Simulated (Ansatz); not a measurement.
MnAs at several levels of theory

One geometry, relaxed with PBE, and single points on it; plane waves with PAW potentials in Ansatz, scalar-relativistic unless the row names spin-orbit coupling. Collinear spin, ending at 5.7 μB a primitive cell. Meshes are on the primitive cell of 4 atoms. Gaps are the least over mesh and band path; pressure is positive in compression. Smearing is Gaussian, 0.10 eV.

```
Mn As
1.0
     3.65605    0.00000    0.00000
    -1.82802    3.16623    0.00000
     0.00000    0.00000    5.50245
Mn As
2 2
Direct
  0.00000 0.00000 0.00000
  0.00000 0.00000 0.50000
  0.33333 0.66667 0.25000
  0.66667 0.33333 0.75000
```

| level | cutoff (eV) | k mesh | gap (eV) | pressure (GPa) | largest moment (μB) | rough cost with bands (core-min) |
| --- | --- | --- | --- | --- | --- | --- |
| PBE | 420 | 12×12×8 | 0 | 0.0 | 2.85 | 2.8 |

Q: What do r2SCAN, LDA give on the same cell?

A:
| level | cutoff (eV) | k mesh | gap (eV) | pressure (GPa) | largest moment (μB) | rough cost with bands (core-min) |
| --- | --- | --- | --- | --- | --- | --- |
| r2SCAN | 500 | 12×12×8 | 0 | 7.0 | 3.45 | 7 |
| LDA | 420 | 12×12×8 | 0 | -11.5 | 2.64 | 3 |

The state reached may not be the lowest one. Only parallel moments were tried here.